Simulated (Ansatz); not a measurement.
Data:

MgIn2O4:
```cif
data_In4Mg2O8
_chemical_formula_sum 'In4 Mg2 O8'
_space_group_name_H-M_alt 'P 1'
_space_group_IT_number 1
_cell_length_a 6.32921
_cell_length_b 6.32921
_cell_length_c 6.32921
_cell_angle_alpha 60.000
_cell_angle_beta 60.000
_cell_angle_gamma 60.000
loop_
_space_group_symop_operation_xyz
  'x, y, z'
loop_
_atom_site_label
_atom_site_type_symbol
_atom_site_fract_x
_atom_site_fract_y
_atom_site_fract_z
_atom_site_occupancy
In1 In 0.62500 0.62500 0.62500 1
In2 In 0.12500 0.62500 0.62500 1
In3 In 0.62500 0.12500 0.62500 1
In4 In 0.62500 0.62500 0.12500 1
Mg1 Mg 0.25000 0.25000 0.25000 1
Mg2 Mg 0.00000 0.00000 0.00000 1
O1 O 0.86892 0.86892 0.86892 1
O2 O 0.39324 0.86892 0.86892 1
O3 O 0.86892 0.39324 0.86892 1
O4 O 0.86892 0.86892 0.39324 1
O5 O 0.38108 0.38108 0.38108 1
O6 O 0.85676 0.38108 0.38108 1
O7 O 0.38108 0.85676 0.38108 1
O8 O 0.38108 0.38108 0.85676 1
```

This is the PBEsol-relaxed structure.

Q: All from PBEsol (plane waves, PAW; program Ansatz), unless another level is named. Estimate the Young's modulus.

A: 156 GPa.

Q: And the highest zone-centre frequency (without LO–TO term)?

A: 578 cm⁻¹.

Q: What about the elastic constants (relaxed ions, GPa)?

A: C11 = 200, C12 = 111, C44 = 72.2.

Space group Fd-3m (spinel). A made-up cell: these elements were put on the sites of a structure type; the Crystallography Open Database copy checked does not list it. Its standing as an ambient phase is unchecked. The PBEsol relaxation kept the symmetry of its start; its stability against distortions is not shown here.

Potentials: the earlier of the program's two PAW sets. The files were generated under PBE; for other functionals the program regenerates the frozen cores, and for LDA and PBEsol the local potential too.
